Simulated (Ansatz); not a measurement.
# Zone-centre phonons of ZnNi at 8 GPa: input and output

Level of theory: DFT LDA, scalar-relativistic, plane waves, PAW (Ansatz 0.2.0).

Launched with:
```bash
ansatz run input.yaml --threads 1 --pin off --max-ram 3072MiB --backend cpu --events-out ev --progress --plain --runs-dir out
```

Input (bare energies are in eV):
```yaml
crystal:
  lattice:
    - [2.5998363754, 0.0, 0.0]
    - [0.0, 2.5998363754, 0.0]
    - [0.0, 0.0, 3.1501507855]
  atoms:
    - { symbol: Zn, position: [0.5, 0.5, 0.5] }
    - { symbol: Ni, position: [0.0, 0.0, 0.0] }
basis:
  ecutwfc: 420
kpoints:
  mp_grid: { grid: [16, 16, 14] }
hamiltonian:
  xc: lda
scf:
  occupations: { method: fermi_dirac, width: 0.15 }
output:
  eigenvalues: true
phonons:
  method: dfpt
  eigenvectors: true
```

The end of the output:
```
--- Phonons (Γ-DFPT): 4 representative perturbations + reference, on 648 of 3584 k-points (Σ response iterations 16) ---
  k mesh reduced under 8 symmetry operations, with k and −k counted as one. Each operation leaves every solved displacement unchanged or reverses it
  ASR residual: 6.162e-4 → 0.000e0 eV/Å²; symmetrization residual: 8.166e-6 eV/Å²
  ASR residual per site (eV/Å²): 2.24e-5 6.16e-4
  Γ frequencies (cm⁻¹): 0.00 0.00 0.00 248.18 248.18 300.09
  non-analytic LO–TO correction: not included (Born effective charges unavailable; polar crystals: no LO–TO splitting at Γ)
```

It took 120 s on 1 thread of Arm Neoverse V2, on a shared host, peak memory 1.1 GiB.

In a metal, frequencies and elastic constants depend on the k mesh and the smearing, soft modes and shear constants most. Spin polarisation was left out, and a magnetic state may lie lower. Other phases may be more stable at this pressure.